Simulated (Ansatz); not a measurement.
Structure search: one K2Ge candidate

Computed with DFT PBE, scalar-relativistic, plane waves, PAW (Ansatz 0.2.0). Cutoff 420 eV, Gaussian smearing, Γ-centred meshes. Cell and atoms relax first on a coarse mesh and then on a finer one. In between, the cell is made exact in the group found at 0.06 Å. In metals the finer mesh still leaves noise of several meV/atom or more. The steps can't lower the symmetry of their start. No spin polarisation.

The guess for K2Ge was made by a generator: random cell by space group and Wyckoff sites (P4/mmm, No. 123). Lengths were set from tabulated atomic sizes, so they are only a guess.

Space group P4/mmm (No. 123). a = 4.437 Å, b = 4.437 Å, c = 5.591 Å, α = 90.00°, β = 90.00°, γ = 90.00°
| atom | site | symmetry | x | y | z |
| --- | --- | --- | --- | --- | --- |
| K | 2e | mmm. | 0.0000 | 0.5000 | 0.5000 |
| Ge | 1c | 4/mmm | 0.5000 | 0.5000 | 0.0000 |

Energies over the elements count from the elements' standard structures at the same level, with no fitted energy shifts.

Question: Where does the relaxation end?

Answer: The symmetry stays P4/mmm (No. 123). The volume per atom grows by 19.0 %, from 36.7 to 43.7 Å³. The shortest distance goes from 3.14 Å (K–K) to 3.51 Å (Ge–Ge and K–K). The ratio c/a of the conventional cell changes by a factor of 0.46. The energy falls by about 0.45 eV/atom (the start's value is from the coarse mesh). Conventional cell: a = 6.109 Å, c = 3.509 Å. K is surrounded by 2 K at 3.51 Å, 4 Ge at 3.52 Å and 4 K at 4.32 Å; Ge is surrounded by 2 Ge at 3.51 Å and 8 K at 3.52 Å.

```xyz
3
Lattice="6.1093 0.0000 0.0000 0.0000 6.1093 0.0000 0.0000 0.0000 3.5088" Properties=species:S:1:pos:R:3 pbc="T T T"
K     0.0000    3.0546    1.7544
K     3.0546    0.0000    1.7544
Ge    3.0546    3.0546    0.0000
```

Question: Give its energy and gap.

Answer:

* Formation energy: +0.18 eV/atom
* Gap on the 8×8×14 mesh of the 3-atom cell: 0 eV (a metal)

It can't be a ground state, since the elements alone are lower.

The last run used Gaussian smearing of 0.10 eV. The cell is a metal run without spin; a magnetic state may lie lower. Symmetry constrained the relaxation, so the result can be a saddle point. In all, the 4 runs took 2.2 min on 1 thread of Arm Neoverse V1, on a shared host. Another cell of K2Ge relaxed alike, in I4/mcm, lies 108 meV/atom lower, so this cell isn't the stable form at this level.
